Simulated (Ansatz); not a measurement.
## WS2 with Sc replacing W: gradients before and after relaxing the atoms

Start: a supercell of WS2 (space group P6_3/mmc) built from a COD entry (the entry's cell lengths or inner coordinates differ somewhat from later room-temperature determinations), with all atoms left at the host's positions.

```xyz
36
Lattice="6.3600 0.0000 0.0000 -4.7700 8.2619 0.0000 0.0000 0.0000 12.5000" Properties=species:S:1:pos:R:3 pbc="T T T"
Sc    0.0000    1.8360    3.1250
W    -1.5900    4.5899    3.1250
W    -3.1800    7.3439    3.1250
W     3.1800    1.8360    3.1250
W     1.5900    4.5899    3.1250
W     0.0000    7.3439    3.1250
W     1.5900    0.9180    9.3750
W     0.0000    3.6719    9.3750
W    -1.5900    6.4259    9.3750
W     4.7700    0.9180    9.3750
W     3.1800    3.6719    9.3750
W     1.5900    6.4259    9.3750
S     0.0000    1.8360    7.8125
S    -1.5900    4.5899    7.8125
S    -3.1800    7.3439    7.8125
S     3.1800    1.8360    7.8125
S     1.5900    4.5899    7.8125
S     0.0000    7.3439    7.8125
S     1.5900    0.9180    1.5625
S     0.0000    3.6719    1.5625
S    -1.5900    6.4259    1.5625
S     4.7700    0.9180    1.5625
S     3.1800    3.6719    1.5625
S     1.5900    6.4259    1.5625
S     0.0000    1.8360   10.9375
S    -1.5900    4.5899   10.9375
S    -3.1800    7.3439   10.9375
S     3.1800    1.8360   10.9375
S     1.5900    4.5899   10.9375
S     0.0000    7.3439   10.9375
S     1.5900    0.9180    4.6875
S     0.0000    3.6719    4.6875
S    -1.5900    6.4259    4.6875
S     4.7700    0.9180    4.6875
S     3.1800    3.6719    4.6875
S     1.5900    6.4259    4.6875
```

Atoms are numbered from 1 in the order listed; like atoms form one site, named after its first atom.

Computed with Ansatz: DFT, PBE, plane waves and PAW, scalar-relativistic, collinear spin, 420 eV cutoff, Γ-centred 4×3×2 k-points, Fermi–Dirac smearing 0.01 eV. Start moments as typed (μB): 1 on each Sc, none on the rest.

The largest force at the start is 1.0 eV/Å. Relaxing the ions at fixed cell moves them by 0.105 Å at most (atom 20, S) and 0.045 Å rms.

| site | atom | moved (Å) | first shell before | first shell after | V_zz before (10²¹ V/m²) | η before |
| --- | --- | --- | --- | --- | --- | --- |
| Sc | 1 | 0.003 | 6 S at 2.41 Å | 6 S at 2.48–2.49 Å | -3.34 | 0.09 |
| W3 | 3 | 0.054 | 6 S at 2.41 Å | 6 S at 2.39–2.41 Å | -17.82 | 0.26 |
| W4 | 4 | 0.049 | 6 S at 2.41 Å | 6 S at 2.39–2.42 Å | -19.50 | 0.34 |
| W5 | 5 | 0.071 | 6 S at 2.41 Å | 6 S at 2.40–2.43 Å | -19.41 | 0.41 |
| W6 | 6 | 0.056 | 6 S at 2.41 Å | 6 S at 2.40–2.42 Å | -19.54 | 0.25 |
| S20 | 20 | 0.105 | 1 Sc at 2.41 Å, 2 W at 2.41 Å | 2 W at 2.40 Å, 1 Sc at 2.49 Å | -7.68 | 0.43 |
| S21 | 21 | 0.043 | 3 W at 2.41 Å | 3 W at 2.39–2.41 Å | -4.06 | 0.12 |
| S22 | 22 | 0.085 | 2 W at 2.41 Å, 1 Sc at 2.41 Å | 2 W at 2.39–2.40 Å, 1 Sc at 2.48 Å | -7.51 | 0.47 |
| S23 | 23 | 0.028 | 3 W at 2.41 Å | 3 W at 2.42–2.43 Å | -5.12 | 0.22 |
| S24 | 24 | 0.051 | 3 W at 2.41 Å | 3 W at 2.40–2.42 Å | -4.27 | 0.16 |

**Question.** How do the gradients change?

**Answer.** 

```csv
site,atom,V_zz after,η after,change of V_zz
Sc,1,-2.29,0.17,+1.05
W3,3,-17.56,0.46,+0.26
W4,4,-22.1,0.33,-2.55
W5,5,-19.90,0.51,-0.49
W6,6,-17.59,0.48,+1.95
S20,20,-6.87,0.54,+0.81
S21,21,-3.26,0.30,+0.80
S22,22,-6.36,0.48,+1.15
S23,23,-5.47,0.13,-0.35
S24,24,-4.27,0.15,0.00
```

The largest change of V_zz is on W4, from -19.50 to -22.1. The whole tensor moves most on W6, by 4.36 along its most changed direction. In per cent, |V_zz| changes by -32 on Sc, -10 to +13 on W, -20 to +7 on S (all sites that start above 2). Where |V_zz| stays above 0.1 and the axes keep their order, η moves most on W6, from 0.25 to 0.48. On S24 V_xx and V_yy change places (or their axes turn by over 50°), so the two values of η hide a larger change. The table leaves out 13 of the 23 sites, with |V_zz| up to 19.24; their tensors move by 1.40 at most along any direction. The statements above cover all sites. The host's own positions weren't relaxed first, so part of the change far from the defect can be the host's relaxation.

The defect repeats with the cell of 36 atoms, so it feels its images: sites between two images don't show the values beside a lone defect, and zeros or small values of η there can come from the images' arrangement. S and W carry a gradient in the pure host already, so the values there aren't the defect's effect alone. The defect cell has no gap above 0.1 eV on its mesh, so the values can hang on the smearing and the k-mesh. Without spin–orbit coupling the gradients at and beside W can be off by some per cent, at some sites by more. The start moments die out, and the run ends without spin.
Before: The neighbours have not yet relaxed around the defect (largest force 1.0 eV/Å), so a real crystal will differ.
After: The relaxation keeps the site symmetry m of the start, so the impurity can move only within its mirror plane; a distortion that would localise the partly filled state isn't explored.
